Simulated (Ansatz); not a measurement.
**Does this entry for SiO2 lie near equilibrium?**

The cell is an entry of the Crystallography Open Database (COD), taken as it stands.

```cif
data_SiO2
_symmetry_space_group_name_H-M 'P4_12_12'
_symmetry_Int_Tables_number 92
_cell_length_a 4.5990
_cell_length_b 4.5990
_cell_length_c 6.1300
_cell_angle_alpha 90.000
_cell_angle_beta 90.000
_cell_angle_gamma 90.000
loop_
_atom_site_label
_atom_site_type_symbol
_atom_site_symmetry_multiplicity
_atom_site_Wyckoff_symbol
_atom_site_fract_x
_atom_site_fract_y
_atom_site_fract_z
Si Si 4 a 0.3396 0.3396 0.0000
O O 8 b 0.2238 0.1800 0.2164
```

One atom of each set is listed.

Level of theory: DFT, PBE, plane waves and PAW (field gradients read without the response of the frozen cores, which leaves them typically 4 to 6 % off), scalar-relativistic, 420 eV cutoff, Γ-centred 5×5×4 k-points, Fermi–Dirac smearing 0.02 eV (Ansatz 0.2.0).

Task: Do the atoms and the cell lie near the calculated equilibrium?

Result: No. The largest force is 0.50 eV/Å, on atom 5 (O: 2 Si at 1.61 Å, angle 128°), and the pressure is 16.8 GPa. Such values can come from a cell under pressure, imprecise or misplaced coordinates, missing atoms or a wrong setting of the space group; the run alone doesn't tell which, and gradients calculated on this entry can't be taken for those of the compound at ambient conditions.
